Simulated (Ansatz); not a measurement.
The elements of this relaxed trial crystal are hidden behind letters.

```
lattice vectors (Å)
   4.8144    0.0000    0.0000
   0.0000    4.8144    0.0000
   0.0000    0.0000    4.8144
fractional positions
X 0.5000 0.5000 0.5000
Z 0.0000 0.5000 0.0000
Z 0.0000 0.0000 0.5000
Z 0.5000 0.0000 0.0000
```

All numbers below come from DFT PBE, scalar-relativistic, plane waves, PAW in Ansatz. Settings of the last relaxation (4-atom cell): 420 eV, 12×12×12 k points, Gaussian smearing of 0.10 eV, no spin polarisation.

* Space group: Pm-3m (No. 221)
* Conventional cell: a = 4.814 Å
* Volume per atom: 27.90 Å³
* Density: 7.14 g/cm³
* Formation energy: +0.18 eV/atom
* Gap on the 12×12×12 mesh of the 4-atom cell: 0 eV (a metal)

Energies are uncorrected and count from the elements' standard states at the same level.

Question: X is a p-block element of period 5 and Z is a p-block element of period 5. Which elements are they?

Answer: X = In, Z = Sb, so the formula is InSb3, here in the Cu3Au (L1_2) type. Density times volume gives a mean mass of 7.14 × 27.90/1.6605 = 120.0 u per atom, and this set has 120.0 u. Among the elements that the hints allow, noble gases aside, only these give it. In has 12 Sb at 3.40 Å; Sb is surrounded by 4 In at 3.40 Å and 8 Sb at 3.40 Å.

These runs have no spin–orbit coupling, which can matter for Sb. Symmetry constrained the relaxation, so the result can be a saddle point.
